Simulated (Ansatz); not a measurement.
BAs:
```
BAs
1.0
    0.00000     2.30812     2.30812
    2.30812     0.00000     2.30812
    2.30812     2.30812     0.00000
As B
1 1
Direct
  0.00000   0.00000   0.00000
  0.50000   0.50000   0.50000
```

Relaxed with PBE. Special points in fractions of this cell's reciprocal vectors: Γ (0.000, 0.000, 0.000); X (0.500, 0.000, 0.500); U (0.625, 0.250, 0.625); K (0.375, 0.375, 0.750); L (0.500, 0.500, 0.500); W (0.500, 0.250, 0.750).

Question: List the band energies nearest the Fermi level at these points for plane-wave PAW PBE (Ansatz code).

Answer: In eV from the Fermi level; about four levels below and three above (degenerate sets whole), none deeper than 8.9 eV; points with the same levels are listed once.

```
k                    below                above
-  -----------------------  -------------------
Γ           0.00 0.00 0.00  3.43 7.67 7.67 7.67
X  -7.84 -3.69 -3.69 -3.38     3.74 10.55 10.55
U  -7.46 -7.05 -2.81 -0.54       7.30 7.38 9.55
L                        –  1.08 1.08 1.35 1.35
W        -6.88 -6.31 -6.31  3.07 4.30 9.41 9.41
```

Space group Fm-3m (rock salt). A made-up cell: these elements were put on the sites of a structure type; neither database checked (COD, Materials Project) lists it. It is not the phase usual at ambient conditions (space group No. 216). Symmetry was held in the PBE relaxation; whether a distortion lowers the energy is not shown. Spin–orbit coupling is left out wherever it is not named.

Potentials: the later of the program's two PAW sets.
